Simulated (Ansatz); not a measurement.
MoS₂ in space group P6_3/mmc (No. 194; Mo on 2c, S on 4f), the program Ansatz at the r²SCAN+D4 level (PAW). The conduction-band minimum lies on the K–Γ line, 47 % of the way from K, with 6 equivalent valleys. Second derivatives d²E/dk² of the lowest band at one valley (eV·Å²), along Cartesian directions:

```
direction  d²E/dk²
---------  -------
[100]        10.22
[010]        12.36
[001]        12.92
[110]        13.14
[101]        11.57
[011]        12.64
```

Task: Find the principal effective masses, the density-of-states mass and the conductivity mass.

Result: Off-diagonal terms follow from H_xy = H[110] − (H_xx + H_yy)/2, and m*/mₑ = 7.620 eV·Å² over each eigenvalue: 0.57, 0.59, 0.83. One valley's DOS mass (m₁m₂m₃)^(1/3) = 0.65, conductivity mass 3/(Σ 1/mᵢ) = 0.64 mₑ.

Task: What effective density of states Nc follows at 300 K for parabolic valleys?

Result: Nc = 2.509e19 × 6 × (0.65)^(3/2) ≈ 7.9e19 cm⁻³.

Task: With the computed static dielectric constant 11.7 (mean of the diagonal), estimate a hydrogenic donor's binding energy and radius.

Result: E = 13.606 eV × 0.64/11.7² ≈ 64 meV; a = 0.529 Å × ε/m* ≈ 9.7 Å. Semilocal masses tend to be too small where the gap is.

The cell was relaxed with r²SCAN+D4 under the symmetry of its start; phonons on a q-mesh show no instability. No spin polarisation was allowed. Scalar-relativistic: spin–orbit coupling is off unless named, which matters more the heavier the elements.

Potentials: the later of the program's two PAW sets.
